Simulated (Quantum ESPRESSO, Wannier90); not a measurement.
**MoSe2 (R3m), plane waves to Wannier functions**

Cell from Materials Project (mp-7581), symmetrised, no further relaxation. Not found in the COD (Crystallography Open Database) copy used, which has the formula in other groups; not checked further. Level: PBEsol, spinors with spin-orbit coupling; pw.x of Quantum ESPRESSO at 69 Ry with PseudoDojo potentials, 6×6×6 k-points, Wannier90. Density: 12×12×12 mesh, cold smearing 0.01 Ry. The cell is built of weakly bound layers, chains or molecules, whose nearest atoms lie 4.04 Å apart. Database cells relaxed without dispersion often hold them too far apart, which can enlarge gaps and weakens couplings between them; spacing and stacking were not compared with the measured crystal.

On the energy scale of pw.x, whose zero is arbitrary, the valence-band maximum lies at 11.36 eV.

Input w.win:

```
num_bands = 8
num_wann = 8
exclude_bands = 1-2,11-74
spinors = true
num_iter = 1000
conv_tol = 1.0e-6
conv_window = 4
write_hr = true
write_u_matrices = true
auto_projections = true
begin unit_cell_cart
ang
   -1.6600700900    2.8753257401    0.0000000000
   -3.3201401801    0.0000000000    0.0000000000
   -1.6600700900    0.9584419134    6.8597870000
end unit_cell_cart
begin atoms_frac
Mo  -0.3332400000 -0.3332400000 -0.0002800000
Se   0.4138470000  0.4138470000 -0.2415410000
Se   0.2530630000  0.2530630000  0.2408110000
end atoms_frac
mp_grid = 6 6 6
begin kpoints
0.0000000000 0.0000000000 0.0000000000
0.0000000000 0.0000000000 0.1666666667
0.0000000000 0.0000000000 0.3333333333
... (213 more lines: the 6x6x6 mesh through Gamma)
end kpoints
```

Input of pw2wannier90.x that gives the overlap and projection files (equivalent; here they were cut from one run over all bands):

```
&inputpp
  outdir = './out'
  prefix = 'pwscf'
  seedname = 'w'
  write_amn = .true.
  write_mmn = .true.
  scdm_proj = .true.
  scdm_entanglement = 'isolated'
/
```

Output w.wout (banner and timings cut):

```
                                    ------
                                    SYSTEM
                                    ------

                              Lattice Vectors (Ang)
                    a_1    -1.660070   2.875326   0.000000
                    a_2    -3.320140   0.000000   0.000000
                    a_3    -1.660070   0.958442   6.859787

                   Unit Cell Volume:      65.48685  (Ang^3)

                        Reciprocal-Space Vectors (Ang^-1)
                    b_1     0.000000   2.185208  -0.305315
                    b_2    -1.892446  -1.092604  -0.305315
                    b_3     0.000000   0.000000   0.915945

 *----------------------------------------------------------------------------*
 |   Site       Fractional Coordinate          Cartesian Coordinate (Ang)     |
 +----------------------------------------------------------------------------+
 | mo   1  -0.33324  -0.33324  -0.00028   |    1.66007  -0.95844  -0.00192    |
 | se   1   0.41385   0.41385  -0.24154   |   -1.66007   0.95844  -1.65692    |
 | se   2   0.25306   0.25306   0.24081   |   -1.66007   0.95844   1.65191    |
 *----------------------------------------------------------------------------*
                                ------------
                                K-POINT GRID
                                ------------

             Grid size =  6 x  6 x  6      Total points =  216

 *---------------------------------- MAIN ------------------------------------*
 |  Number of Wannier Functions               :                 8             |
 |  Number of Objective Wannier Functions     :                 8             |
 |  Number of input Bloch states              :                 8             |
 |  Output verbosity (1=low, 5=high)          :                 1             |
 |  Timing Level (1=low, 5=high)              :                 1             |
 |  Optimisation (0=memory, 3=speed)          :                 3             |
 |  Length Unit                               :               Ang             |
 |  Post-processing setup (write *.nnkp)      :                 F             |
 |  Using Gamma-only branch of algorithms     :                 F             |
 *----------------------------------------------------------------------------*
 *------------------------------- WANNIERISE ---------------------------------*
 |  Total number of iterations                :              1000             |
 |  Number of CG steps before reset           :                 5             |
 |  Trial step length for line search         :             2.000             |
 |  Convergence tolerence                     :         0.100E-05             |
 |  Convergence window                        :                 4             |
 |  Iterations between writing output         :                 1             |
 |  Iterations between backing up to disk     :               100             |
 |  Write r^2_nm to file                      :                 F             |
 |  Write xyz WF centres to file              :                 F             |
 |  Write on-site energies <0n|H|0n> to file  :                 F             |
 |  Use guiding centre to control phases      :                 F             |
 |  Use phases for initial projections        :                 F             |
 *----------------------------------------------------------------------------*
 *-------------------------------- PLOTTING ----------------------------------*
 |  Plotting Hamiltonian in WF basis          :                 T             |
 *----------------------------------------------------------------------------*

       ... (k-mesh section left out)

 Starting a new Wannier90 calculation ...

 Reading overlaps from w.mmn

 Reading projections from w.amn

 *------------------------------- WANNIERISE ---------------------------------*
 +--------------------------------------------------------------------+<-- CONV
 | Iter  Delta Spread     RMS Gradient      Spread (Ang^2)            |<-- CONV
 +--------------------------------------------------------------------+<-- CONV

 ------------------------------------------------------------------------------
 Initial State
  WF centre and spread    1  ( -1.659400,  0.958612,  1.650346 )     0.23231800
  WF centre and spread    2  (  1.660066,  0.958887, -1.655538 )     0.23224247
  WF centre and spread    3  ( -1.660754,  0.958635, -1.654687 )     0.23251197
  WF centre and spread    4  ( -1.660165,  0.958133,  1.649259 )     0.23263740
  WF centre and spread    5  ( -1.660428,  0.958127,  1.650571 )     0.23223719
  WF centre and spread    6  ( -1.659374,  0.958147, -1.654875 )     0.23245903
  WF centre and spread    7  ( -1.660287,  0.958896,  1.650158 )     0.23235915
  WF centre and spread    8  ( -1.660079,  0.958099, -1.655265 )     0.23231606
  Sum of centres and spreads ( -9.960421,  7.667536, -0.020032 )     1.85908127

      0     0.186E+01     0.0000000000        1.8590812525  <-- CONV
        O_D=      0.0000210 O_OD=      0.0005640 O_TOT=      1.8590813 <-- SPRD
 ------------------------------------------------------------------------------
      1    -0.726E-04     0.0131744483        1.8590086675  <-- CONV
        O_D=      0.0000089 O_OD=      0.0005036 O_TOT=      1.8590087 <-- SPRD
      2    -0.239E-04     0.0058826929        1.8589847425  <-- CONV
        O_D=      0.0000050 O_OD=      0.0004836 O_TOT=      1.8589847 <-- SPRD
      3    -0.895E-05     0.0037645518        1.8589757950  <-- CONV
        O_D=      0.0000032 O_OD=      0.0004764 O_TOT=      1.8589758 <-- SPRD
      4    -0.443E-05     0.0025007418        1.8589713689  <-- CONV
        O_D=      0.0000017 O_OD=      0.0004735 O_TOT=      1.8589714 <-- SPRD
      5    -0.278E-05     0.0019246575        1.8589685847  <-- CONV
        O_D=      0.0000009 O_OD=      0.0004715 O_TOT=      1.8589686 <-- SPRD
       ... (lines left out)
      8    -0.337E-06     0.0006593364        1.8589661240  <-- CONV
        O_D=      0.0000001 O_OD=      0.0004698 O_TOT=      1.8589661 <-- SPRD
      9    -0.195E-06     0.0005149688        1.8589659294  <-- CONV
        O_D=      0.0000001 O_OD=      0.0004697 O_TOT=      1.8589659 <-- SPRD
     10    -0.976E-07     0.0003786247        1.8589658318  <-- CONV
        O_D=      0.0000000 O_OD=      0.0004696 O_TOT=      1.8589658 <-- SPRD
             <<<     Delta < 1.000E-06  over  4 iterations     >>>
             <<< Wannierisation convergence criteria satisfied >>>
 Final State
  WF centre and spread    1  ( -1.659401,  0.958612,  1.650346 )     0.23230103
  WF centre and spread    2  (  1.660066,  0.958887, -1.655538 )     0.23221965
  WF centre and spread    3  ( -1.660754,  0.958635, -1.654687 )     0.23250217
  WF centre and spread    4  ( -1.660165,  0.958133,  1.649259 )     0.23263056
  WF centre and spread    5  ( -1.660428,  0.958127,  1.650571 )     0.23221453
  WF centre and spread    6  ( -1.659374,  0.958147, -1.654875 )     0.23244748
  WF centre and spread    7  ( -1.660287,  0.958896,  1.650158 )     0.23234686
  WF centre and spread    8  ( -1.660079,  0.958099, -1.655265 )     0.23230357
  Sum of centres and spreads ( -9.960421,  7.667536, -0.020032 )     1.85896585

         Spreads (Ang^2)       Omega I      =     1.858496201
        ================       Omega D      =     0.000000035
                               Omega OD     =     0.000469596
    Final Spread (Ang^2)       Omega Total  =     1.858965832
```
